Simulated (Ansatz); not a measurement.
Input:

BeSe:
```cif
data_BeSe
_chemical_formula_sum 'Be1 Se1'
_space_group_name_H-M_alt 'P 1'
_space_group_IT_number 1
_cell_length_a 3.59306
_cell_length_b 3.59306
_cell_length_c 3.59306
_cell_angle_alpha 60.000
_cell_angle_beta 60.000
_cell_angle_gamma 60.000
loop_
_space_group_symop_operation_xyz
  'x, y, z'
loop_
_atom_site_label
_atom_site_type_symbol
_atom_site_fract_x
_atom_site_fract_y
_atom_site_fract_z
_atom_site_occupancy
Be1 Be 0.00000 0.00000 0.00000 1
Se1 Se 0.75000 0.75000 0.75000 1
```

This is the LDA-relaxed structure.

**Question.** All from plane-wave PAW LDA (Ansatz code), unless another level is named. Estimate the hole effective mass, band 2 of 3 at the edge.

**Answer.** 0.45 along [100], 0.45 along [110], 1.1 along [111] (mₑ).

**Question.** Next, the hole effective mass, band 3 of 3 at the edge?

**Answer.** 0.24 along [100], 0.16 along [110], 0.15 along [111] (mₑ).

**Question.** What about the smallest direct gap on the standard path?

**Answer.** 4.44 eV.

**Question.** Next, the conduction-band minimum?

**Answer.** at X (3 equivalent valleys).

**Question.** Predict the valence-band maximum.

**Answer.** at Γ.

**Question.** And the weight of the conduction-edge state by species (Voronoi cells)?

**Answer.** Be 65 %, Se 35 %.

Space group F-43m (zinc blende). The LDA relaxation kept the symmetry of its start; phonons on a q-mesh show no instability. Scalar-relativistic: spin–orbit coupling is off unless named, which matters more the heavier the elements.

Potentials: the earlier of the program's two PAW sets.
